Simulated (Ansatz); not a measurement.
AlRu (CsCl type, Pm-3m) at seven volumes, PBEsol in the plane-wave PAW code Ansatz, scaled uniformly. One row is withheld.

```
V (Å³/atom)  P (GPa)
-----------  -------
11.996             ?
12.392         15.53
12.787          7.14
13.183          0.00
13.578         -6.08
13.973        -11.25
14.369        -15.64
```

### Question
Fit the shown pressures and predict the withheld one.

### Answer
P = (3/2)B₀(x^(7/2) − x^(5/2))[1 + (3/4)(B′ − 4)(x − 1)] with x = (V₀/V)^(2/3). Least squares on the six rows gives V₀ = 13.182 Å³/atom, B₀ = 219 GPa, B′ = 4.39. At V = 11.996, x = 1.0649 and P = 25.41 GPa. The run itself gave 25.41 GPa.

The PBEsol relaxation kept the symmetry of its start; of distortions, only those at the zone centre were tested. The run is not spin-polarised.

Potentials: the later of the program's two PAW sets.
